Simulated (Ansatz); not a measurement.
The start is a relaxed Ru cell displaced along its unstable phonon at q = (0, 0, ½) of its primitive reciprocal cell (53i cm⁻¹), largest move 0.15 Å. The structure is fully relaxed (lattice and positions, P = 0) with r2SCAN (plane waves to 500 eV, PAW, scalar-relativistic; Ansatz, a first-principles code). The first steps use a coarse 9×9×6 k-mesh.

The start:
```yaml
crystal:
  lattice:
    - [4.23601, 0.00000, 0.00000]
    - [-2.11801, 3.66849, 0.00000]
    - [0.00000, 0.00000, 5.33695]
  atoms:
    - { symbol: Ru, position: [0.00000, 0.00000, 0.97189] }
    - { symbol: Ru, position: [0.00000, 0.00000, 0.52811] }
    - { symbol: Ru, position: [0.33333, 0.66667, 0.25000] }
    - { symbol: Ru, position: [0.33333, 0.66667, 0.75000] }
    - { symbol: Ru, position: [0.66667, 0.33333, 0.25000] }
    - { symbol: Ru, position: [0.66667, 0.33333, 0.75000] }
```

- Initial pressure = +3.4 GPa (positive: the cell is compressed)
- Largest initial force = 2.60 eV/Å, on Ru1, Ru2 (atoms numbered as listed)
- Energy released = 0.04 eV/atom
- Shortest distances (start → end) = The closest pairs of elements (up to four, under 3.6 Å), start → end: Ru–Ru 2.37 → 2.45 Å
- Band gap at the end = no gap (metallic)
- Optimiser moves = 13

The end point of the relaxation:

Space group P6/mmm (No. 191); a = b = 4.236 Å, c = 5.339 Å, α = β = 90.00°, γ = 120.00°

| atom | site | symmetry | x | y | z |
|---|---|---|---|---|---|
| Ru | 2e | 6mm | 0.0000 | 0.0000 | 0.2553 |
| Ru | 2c | -6m2 | 0.3333 | 0.6667 | 0.0000 |
| Ru | 2d | -6m2 | 0.3333 | 0.6667 | 0.5000 |

Final values are on a 13×13×9 k-mesh of the relaxed cell. No spin polarisation in the result.

The run could not lose the symmetry of its start, so the end can be a saddle point.

The relaxed structure here is a generated cell of Ru: the first start was made by placing the elements on the sites of a structure type, and the end was not matched to a known phase here, so it may be hypothetical. Known forms of Ru include space group No. 194.
